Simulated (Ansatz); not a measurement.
HCOOH on a (100) slab of TaN (Fm-3m (No. 225)), 3 planes, outer planes TaN (top) and TaN (bottom), 1 a cell of 38.5 Å², relaxed and still whole (its atoms last):

```yaml
crystal:
  lattice:
    - [6.20149, 0.00000, 0.00000]
    - [0.00000, 6.20149, 0.00000]
    - [0.00000, 0.00000, 24.70372]
  atoms:
    - { symbol: Ta, position: [0.50000, 0.50000, 0.32384] }
    - { symbol: Ta, position: [0.50000, 0.00000, 0.32384] }
    - { symbol: Ta, position: [0.00000, 0.50000, 0.32384] }
    - { symbol: Ta, position: [0.00000, 0.00000, 0.32384] }
    - { symbol: N, position: [0.25000, 0.25000, 0.32384] }
    - { symbol: N, position: [0.25000, 0.75000, 0.32384] }
    - { symbol: N, position: [0.75000, 0.25000, 0.32384] }
    - { symbol: N, position: [0.75000, 0.75000, 0.32384] }
    - { symbol: Ta, position: [0.74711, 0.78004, 0.41080] }
    - { symbol: Ta, position: [0.74918, 0.22881, 0.41438] }
    - { symbol: Ta, position: [0.25008, 0.72299, 0.41031] }
    - { symbol: Ta, position: [0.24817, 0.27075, 0.41408] }
    - { symbol: N, position: [0.53055, 0.50140, 0.41023] }
    - { symbol: N, position: [0.46703, 0.00090, 0.40892] }
    - { symbol: N, position: [0.96702, 0.50461, 0.41097] }
    - { symbol: N, position: [0.02933, 0.99678, 0.41028] }
    - { symbol: Ta, position: [0.99870, 0.01359, 0.49522] }
    - { symbol: Ta, position: [0.01053, 0.49113, 0.49583] }
    - { symbol: Ta, position: [0.50195, 0.00986, 0.49592] }
    - { symbol: Ta, position: [0.48756, 0.49022, 0.49539] }
    - { symbol: N, position: [0.75133, 0.75177, 0.50316] }
    - { symbol: N, position: [0.75106, 0.26000, 0.51009] }
    - { symbol: N, position: [0.24846, 0.74940, 0.50357] }
    - { symbol: N, position: [0.24822, 0.24637, 0.51448] }
    - { symbol: O, position: [0.54160, 0.96262, 0.59007] }
    - { symbol: C, position: [0.59534, 0.13561, 0.62314] }
    - { symbol: O, position: [0.75334, 0.13895, 0.65103] }
    - { symbol: H, position: [0.65948, 0.85484, 0.59114] }
    - { symbol: H, position: [0.46970, 0.26076, 0.61923] }
```

All numbers below come from DFT PBE+D3(BJ), scalar-relativistic, plane waves, PAW in Ansatz 0.2.0. Settings: cutoff 420 eV, Γ-centred mesh 3×3×1 on the computed 29-atom cell, Gaussian smearing of 0.10 eV; no spin polarisation. The cell repeats along c with a dipole correction in the vacuum.

It binds with 1.27 eV a molecule against the clean slab and the free molecule (no zero-point or thermal terms); its shortest contact is H–N 2.34 Å. Take first-order desorption with no barrier to adsorption, no reaction on the face and an assumed prefactor of 10^13 s⁻¹.

Q: How long does a molecule stay at 573 K?

A: τ = ν⁻¹·exp(E/k_BT) with k_BT = 0.0494 eV: E/k_BT = 25.7, so τ ≈ 1×10^-2 s. At about one hit a site a second (10⁻⁶ mbar) the coverage is near τ × 1 s⁻¹, so a layer needs roughly 7×10^-5 mbar.

Q: Where does its peak lie in a desorption experiment heated at 2 K/s?

A: The peak obeys E/(k_B·T_p²) = (ν/β)·exp(−E/k_BT_p). Solving gives T_p ≈ 462 K (E/k_BT_p = 31.9). An error of 0.1 eV in E moves it by about 36 K, and larger molecules have larger prefactors, which lowers it.

The molecule may also break up before it leaves, which wasn't tried.

The reference crystal is the rock-salt form of TaN, which isn't its usual structure.